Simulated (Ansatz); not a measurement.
With r²SCAN (plane waves, PAW; program Ansatz), AlC6 in the hexagonal phase (P-62m; C on 1a, C on 3f, C on 2c, Al on 1b) relaxes to a = 4.243 Å, c = 6.524 Å. C on 1a has 3 nearest neighbours from 1.42 Å (trigonal planar); C on 3f has 3 nearest neighbours from 1.41 Å (trigonal planar); C on 2c has 3 nearest neighbours from 1.41 Å (trigonal planar). Against the elements it lies at 0.36 eV/atom, with no fitted shifts.

Electronic character: metallic (no gap).

The bulk modulus is 12.7 GPa.

The start of the workflow was typed in or built on a structure type; neither database checked (COD, Materials Project) lists it. Whether it is the stable phase at ambient conditions was not checked. The cell was relaxed with r²SCAN under the symmetry of its start; whether a distortion lowers the energy is not shown. The volume moved by 93 % from the start of the relaxation. Its formation energy is positive at this level, so the cell may be metastable or incomplete. The references are the lowest solids computed at this level, not always the standard phases.

Potentials: the earlier of the program's two PAW sets. The files were generated under PBE; for other functionals the program regenerates the frozen cores, and for LDA and PBEsol the local potential too.
